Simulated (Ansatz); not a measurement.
BiB:
```xyz
2
Lattice="0.0000 2.6384 2.6384 2.6384 0.0000 2.6384 2.6384 2.6384 0.0000" Properties=species:S:1:pos:R:3 pbc="T T T"
Bi     0.0000     0.0000     0.0000
B      2.6384     2.6384     2.6384
```

Relaxed with PBE. Special points in fractions of this cell's reciprocal vectors: Γ (0.000, 0.000, 0.000); X (0.500, 0.000, 0.500); U (0.625, 0.250, 0.625); K (0.375, 0.375, 0.750); L (0.500, 0.500, 0.500); W (0.500, 0.250, 0.750).

**Question.** List the band energies nearest the Fermi level at these points for PBE in the plane-wave PAW code Ansatz.

**Answer.** In eV from the Fermi level; about four levels below and three above (degenerate sets whole), none deeper than 8.9 eV; points with the same levels are listed once.

| k | below | above |
|---|---|---|
| Γ | -0.04 -0.04 -0.04 | 0.03 6.57 6.57 6.57 |
| X | -6.05 -4.04 -2.82 -2.82 | 4.07 8.41 8.41 |
| U | -6.49 -5.38 -2.01 -0.82 | 5.70 6.43 8.08 |
| L | -8.25 | 1.07 1.07 1.90 1.90 |
| W | -6.17 -4.77 -4.77 | 2.08 3.71 7.14 7.14 |

Space group Fm-3m (rock salt). The cell is a constructed one: a structure type filled with these elements; neither database checked (COD, Materials Project) lists it. Its standing as an ambient phase is unchecked. The cell was relaxed with PBE under the symmetry of its start; phonons on a q-mesh show no instability. Scalar-relativistic: spin–orbit coupling is off unless named, which matters more the heavier the elements.

Potentials: the later of the program's two PAW sets.
